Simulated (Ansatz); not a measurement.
BiTe: what changed settings do

All trials start from this Ansatz input:

```yaml
crystal:
  lattice:
    - [0.0, 3.235, 3.235]
    - [3.235, 0.0, 3.235]
    - [3.235, 3.235, 0.0]
  atoms:
    - { symbol: Bi, position: [0.0, 0.0, 0.0] }
    - { symbol: Te, position: [0.5, 0.5, 0.5] }
basis:
  ecutwfc: 420
kpoints:
  mp_grid: { grid: [4, 4, 4] }
hamiltonian:
  xc: pbe
scf:
  occupations: { method: gaussian, width: 0.1 }
output:
  forces: true
  stress: true
  eigenvalues: true
```

Command:

```bash
ansatz run input.yaml --threads 1 --pin off --max-ram 1331MiB --backend cpu --events-out ev --progress --plain --runs-dir out
```

The run converges in 7 SCF iterations on 8 irreducible k-points: pressure 0.65 GPa, no gap.

The inputs are trials, many of them unsound on purpose. Their numbers show the effect of the settings and aren't properties of the material. Each trial's input is given as a difference from the reference's; energies are extrapolated to zero smearing where there is one, and pressure is positive in compression. Charged cells sit in a uniform background, and their pressures hang on that convention.

Trial 1:

```diff
 basis:
-  ecutwfc: 420
+  ecutwfc: "19 Ha"
+  precision: f64
 kpoints:
-  mp_grid: { grid: [4, 4, 4] }
+  mp_grid: { kspacing: 1.4 }
 scf:
+  eigensolver: { kind: davidson, full_accuracy: true }
+  max_iter: 50
 output:
+  populations: true
```

The run converges in 8 SCF iterations on 3 irreducible k-points: energy 769 meV per atom above the reference, pressure 6.38 GPa, no gap.

Trial 2:

```diff
 basis:
+  ecutrho_ratio: 8
```

The run converges in 7 SCF iterations on 8 irreducible k-points: energy 0.01 meV per atom above the reference, pressure 0.65 GPa, no gap.

Trial 3:

```diff
+total_charge: -0.5
 hamiltonian:
-  xc: pbe
+  xc: pw92
 scf:
+  mixing: { algorithm: broyden, ndim: 6, preconditioner: none }
+  initial_density: { chi_scale: 0, normalization: atom }
+  max_iter: 94
```

The run converges in 7 SCF iterations on 8 irreducible k-points: pressure -1.09 GPa (with the neutralising background of the charged cell), no gap.

Trial 4:

```diff
 hamiltonian:
-  xc: pbe
+  xc: pbesol
 output:
+  optics: { e_range: [0, 10], sigma: 0.2 }
```

The run converges in 9 SCF iterations on 8 irreducible k-points: pressure -1.77 GPa, no gap. It warns that optics were asked on partly filled bands.

Trial 5:

```diff
 kpoints:
-  mp_grid: { grid: [4, 4, 4] }
+  mp_grid: { kspacing: 1.0 }
 hamiltonian:
-  xc: pbe
+  xc: lda
 scf:
+  algorithm: density_mixing
+  max_iter: 65
+magnetization:
+  spin_polarized: true
+  initial_magnetization: 6.0
```

The run converges in 16 SCF iterations on 3 irreducible k-points: pressure 2.65 GPa, no gap, cell moment 1.00 μB (the reference has none, and so few k-points can make one).

Trial 6:

```diff
 basis:
-  ecutwfc: 420
+  ecutwfc: 400
 kpoints:
-  mp_grid: { grid: [4, 4, 4] }
+  mp_grid: { grid: [2, 2, 2] }
 hamiltonian:
-  xc: pbe
+  xc: pbesol
 scf:
-  occupations: { method: gaussian, width: 0.1 }
+  occupations: { method: cold }
+  max_iter: 80
+  convergence: { dr2_threshold: "1e-9 eV" }
 output:
-  eigenvalues: true
+  eigenvalues: false
```

The run converges in 9 SCF iterations on 3 irreducible k-points: pressure 4.36 GPa. It warns that the cutoff lies under the recommended one, 420 eV for these potentials; that the SCF threshold is loose for the stress.

Trial 7:

```diff
 basis:
-  ecutwfc: 420
+  ecutwfc: 330
 kpoints:
-  mp_grid: { grid: [4, 4, 4] }
+  mp_grid: { grid: [2, 4, 4] }
 scf:
-  occupations: { method: gaussian, width: 0.1 }
+  occupations: { method: fermi_dirac, width: 0.013 }
```

The run converges in 7 SCF iterations on 12 irreducible k-points: energy 3.88 meV per atom below the reference, pressure 0.35 GPa, no gap. It warns that the cutoff lies under the recommended one, 420 eV for these potentials; that the mesh lowers the symmetry.

Trial 8:

```diff
 basis:
+  xc_grid: 2
 kpoints:
-  mp_grid: { grid: [4, 4, 4] }
+  mp_grid: { grid: [4, 3, 1] }
 scf:
+  algorithm: direct_min
+  max_iter: 55
 output:
-  eigenvalues: true
+  eigenvalues: false
```

The run converges in 6 SCF iterations on 7 irreducible k-points: energy 929 meV per atom above the reference, pressure 7.02 GPa. It warns that the mesh lowers the symmetry.